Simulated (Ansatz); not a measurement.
**BeCd2Se3 (P4mm)**

Level of theory: DFT PBE, scalar-relativistic, plane waves, PAW in Ansatz 0.2.0.

Plane waves to 420 eV, a k mesh through Γ of 8×8×6 on the computed 6-atom cell and Gaussian smearing (0.10 eV); no spin polarisation.

The structure is relaxed at this level of theory with its symmetry kept, and needn't be the ground state of this composition.

```
Be Cd Se
1.0
     4.47104    0.00000    0.00000
     0.00000    4.47104    0.00000
     0.00000    0.00000    6.73479
Be Cd Se
1 2 3
Direct
  0.00000 0.00000 0.63223
  0.50000 0.50000 0.02887
  0.50000 0.50000 0.43981
  0.00000 0.00000 0.30817
  0.50000 0.00000 0.76786
  0.00000 0.50000 0.76786
```

| Quantity | Value |
| --- | --- |
| Space group | P4mm (No. 99) |
| Volume per atom | 22.44 Å³ |
| Formation energy from the elements' standard states (uncorrected) | -0.127 eV/atom |
| Kohn–Sham band gap | none (metal) |
| Density of states at the Fermi level | 2.1 states/eV per cell |
| Orbital (Löwdin) character within 0.5 eV of the Fermi level | Se 4p 72 %, Cd 5s 18 %, unprojected 7 % |
| Bader charge by site (e) | Be (1 in the cell) 1.55, Cd (1 in the cell) 0.63, Cd (1 in the cell) 0.57, Se (1 in the cell) -1.00, Se (2 in the cell) -0.88 |

The cell was found from a structure generator's guess, not taken from experiment. Löwdin shares on free-atom orbitals overweight diffuse shells.
